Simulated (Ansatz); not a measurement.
Response of LuHg to small distortions

```yaml
crystal:
  lattice:
    - [3.60700, 0.00000, 0.00000]
    - [0.00000, 3.60700, 0.00000]
    - [0.00000, 0.00000, 3.60700]
  atoms:
    - { symbol: Lu, position: [0.50000, 0.50000, 0.50000] }
    - { symbol: Hg, position: [0.00000, 0.00000, 0.00000] }
```

Atoms are numbered in the order listed.

The cell comes from COD entry 1523433, which wasn't checked; take it as a given geometry.

No spin–orbit coupling, which matters for the heavy atoms here.

Computed with DFT, LDA, all-electron PAW with datasets made for the crystal, scalar-relativistic (Ansatz 0.2.0).

The runs use a Γ-centred 10×10×10 k mesh, Fermi–Dirac smearing of 0.05 eV, cutoff 340 eV (chosen by the program for this cell), no spin polarisation.

The unchanged cell is at -4.17 GPa.

In a metal, stresses and small energies carry noise from the k mesh.

x, y and z are the Cartesian axes of the cell as listed; fractional coordinates follow a strain, and an engineering shear is twice the off-diagonal strain component.

Problem. One change gave: energy change +3 meV/atom; stress change (xx, yy, zz, yz, xz, xy) 0.10, 0.10, 0.10, -0.77, -0.77, -0.77 GPa, compression positive. Which change was it?
A. equal xy, yz and zx engineering shear strains of +2 %
B. equal xy, yz and zx engineering shear strains of +1 %
C. equal xy, yz and zx engineering shear strains of -2 %
D. equal xy, yz and zx engineering shear strains of -1 %

Solution. A. For equal xy, yz and zx engineering shear strains of -2 %: energy change +4 meV/atom; stress change (xx, yy, zz, yz, xz, xy) 0.11, 0.11, 0.11, 0.92, 0.92, 0.92 GPa, compression positive. For equal xy, yz and zx engineering shear strains of -1 %: energy change under 1 meV/atom; stress change (xx, yy, zz, yz, xz, xy) 0.03, 0.03, 0.03, 0.44, 0.44, 0.44 GPa, compression positive. For equal xy, yz and zx engineering shear strains of +1 %: energy change under 1 meV/atom; stress change (xx, yy, zz, yz, xz, xy) 0.03, 0.03, 0.03, -0.40, -0.40, -0.40 GPa, compression positive.
